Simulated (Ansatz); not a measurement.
SrCu2Ge2:
```yaml
crystal:
  lattice:
    - [-2.12359, 2.12359, 5.10479]
    - [2.12359, -2.12359, 5.10479]
    - [2.12359, 2.12359, -5.10479]
  atoms:
    - { symbol: Sr, position: [0.00000, 0.00000, 0.00000] }
    - { symbol: Cu, position: [0.25000, 0.75000, 0.50000] }
    - { symbol: Cu, position: [0.75000, 0.25000, 0.50000] }
    - { symbol: Ge, position: [0.62691, 0.62691, 0.00000] }
    - { symbol: Ge, position: [0.37309, 0.37309, 0.00000] }
```

Relaxed with r²SCAN. Special points in fractions of this cell's reciprocal vectors: Γ (0.000, 0.000, 0.000); X (0.000, 0.000, 0.500); P (0.250, 0.250, 0.250); N (0.000, 0.500, 0.000); M (0.500, 0.500, -0.500); S (0.293, 0.707, -0.293); S0 (-0.293, 0.293, 0.293); R (-0.087, 0.087, 0.500); G (0.500, 0.500, -0.087).

Problem. List the band energies nearest the Fermi level at these points for plane-wave PAW r²SCAN (Ansatz code).

Solution. In eV from the Fermi level; about four levels below and three above (degenerate sets whole), none deeper than 8.9 eV; points with the same levels are listed once.

| k | below | above |
|---|---|---|
| Γ | -2.59 -2.47 -1.43 -1.43 | 1.08 1.14 1.14 |
| X | -2.10 -2.02 -1.74 -1.10 | 2.20 4.42 4.47 |
| P | -2.07 -2.07 -1.44 -1.44 | 1.53 5.52 5.52 |
| N | -3.13 -2.89 -2.23 -0.47 | 0.63 1.37 1.77 |
| M | -2.78 -2.47 -1.57 -1.57 | 0.61 0.74 2.23 |
| S | -3.02 -0.92 -0.64 -0.48 | 1.85 2.81 3.23 |
| R | -2.09 -1.77 -1.58 -0.88 | 2.18 4.36 4.57 |

Space group I4/mmm. The workflow started from a Materials Project entry (that database holds measured and hypothetical structures alike); the Crystallography Open Database copy checked does not list it. Whether it is the stable phase at ambient conditions was not checked. The r²SCAN relaxation kept the symmetry of its start; whether a distortion lowers the energy is not shown. The run is not spin-polarised. Spin–orbit coupling is left out wherever it is not named.

Potentials: the later of the program's two PAW sets.
